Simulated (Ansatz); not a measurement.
The elements of this relaxed trial crystal are hidden behind letters.

```
lattice vectors (Å)
   4.5935    0.0000    0.0000
   0.0000    4.5935    0.0000
   0.0000    0.0000   12.9610
fractional positions
X 0.0000 0.0000 0.0000
X 0.5000 0.5000 0.2509
X 0.5000 0.5000 0.7491
Z 0.0000 0.0000 0.7416
Z 0.5000 0.5000 0.0000
Z 0.0000 0.0000 0.2584
Z 0.5000 0.5000 0.5000
Q 0.0000 0.0000 0.5000
```

These are results of DFT PBE, scalar-relativistic, plane waves, PAW (Ansatz), not measurements. Settings of the last relaxation (8-atom cell): 420 eV, 8×8×4 k points, Gaussian smearing of 0.02 eV, no spin polarisation.

| Property | Result |
| --- | --- |
| Space group | P4/mmm (No. 123) |
| Conventional cell | a = 4.593 Å, c = 12.961 Å |
| Volume per atom | 34.18 Å³ |
| Density | 7.84 g/cm³ |
| Formation energy | −0.430 eV/atom |
| Gap on the 8×8×4 mesh of the 8-atom cell | 0.44 eV |

Energies are uncorrected and count from the elements' standard states at the same level.

**Question.** X is a p-block element of period 5, Z is a p-block element of period 6 and Q is a p-block element of period 4. Which elements are they?

**Answer.** X = Te, Z = Pb, Q = Se, so the formula is Te3Pb4Se. Density times volume gives a mean mass of 7.84 × 34.18/1.6605 = 161.4 u per atom, and this set has 161.3 u. Te on a site of symmetry 4/mmm is surrounded by 6 Pb at 3.25–3.35 Å; Pb on a site of symmetry 4mm is surrounded by 1 Se at 3.13 Å and 5 Te at 3.25–3.35 Å; Se has 6 Pb at 3.13–3.25 Å; 3 more sites not described. Other sets within the hints have nearly the same mass, so mass alone doesn't settle it; this one was computed.

These runs have no spin–orbit coupling, which can matter for Pb and Te. Kohn–Sham gaps at this level usually fall short of measured ones. The missing spin–orbit coupling can work the other way here. A structure relaxed within its symmetry needn't be a true minimum.
